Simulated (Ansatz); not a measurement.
LaB₂Ir₃:
```xyz
6
Lattice="5.5734 0.0000 0.0000 -2.7867 4.8267 0.0000 0.0000 0.0000 3.0955" Properties=species:S:1:pos:R:3 pbc="T T T"
La     0.0000     0.0000     0.0000
Ir     2.7867     0.0000     1.5477
Ir     1.3933     2.4133     1.5477
Ir    -1.3933     2.4133     1.5477
B      0.0000     3.2178     0.0000
B      2.7867     1.6089     0.0000
```

Relaxed with r²SCAN. Special points in fractions of this cell's reciprocal vectors: Γ (0.000, 0.000, 0.000); M (0.500, 0.000, 0.000); K (0.333, 0.333, 0.000); A (0.000, 0.000, 0.500); L (0.500, 0.000, 0.500); H (0.333, 0.333, 0.500).

Problem. List the band energies nearest the Fermi level at these points for the program Ansatz at the r²SCAN with spin–orbit coupling level (PAW).

Solution. In eV from the Fermi level; about four levels below and three above (degenerate sets whole), none deeper than 8.9 eV; points with the same levels are listed once.

```
k                    below                above
-  -----------------------  -------------------
Γ  -0.88 -0.88 -0.69 -0.69  0.66 0.66 0.69 0.69
M  -1.78 -1.78 -1.00 -1.00  0.13 0.13 1.62 1.62
K  -1.70 -1.70 -1.45 -1.45  0.18 0.18 1.62 1.62
A  -1.43 -1.43 -0.37 -0.37  0.13 0.13 0.20 0.20
L  -0.26 -0.26 -0.01 -0.01  0.13 0.13 1.72 1.72
H  -0.16 -0.16 -0.02 -0.02  1.30 1.30 2.49 2.49
```

Space group P6/mmm. The workflow started from an entry of the Crystallography Open Database (COD). Its standing as an ambient phase is unchecked. The r²SCAN relaxation kept the symmetry of its start; whether a distortion lowers the energy is not shown. No spin polarisation was allowed.

Potentials: the later of the program's two PAW sets.
